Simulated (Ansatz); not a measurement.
SrO (rock salt), relaxed with HSE06 (Ansatz, an electronic-structure program, plane waves, PAW): a = 5.1535 Å, b = 5.1535 Å, c = 5.1535 Å, α = 90.00°, β = 90.00°, γ = 90.00°.

- gap (eV): 4.79
- B₀ by P(V) fit (GPa): 92.6

Problem. The same phase is relaxed and computed with LDA in the same code. What are the cell and these values now?

Solution. a = 5.0647 Å, b = 5.0647 Å, c = 5.0647 Å, α = 90.00°, β = 90.00°, γ = 90.00°.

- gap (eV): 3.12
- B₀ by P(V) fit (GPa): 104

All cells were relaxed under the symmetry of their starts (and spin orders); stability against distortions was not tested throughout. Spin–orbit coupling is left out wherever it is not named.

Potentials: the earlier of the program's two PAW sets.

Ansatz is a plane-wave DFT program.
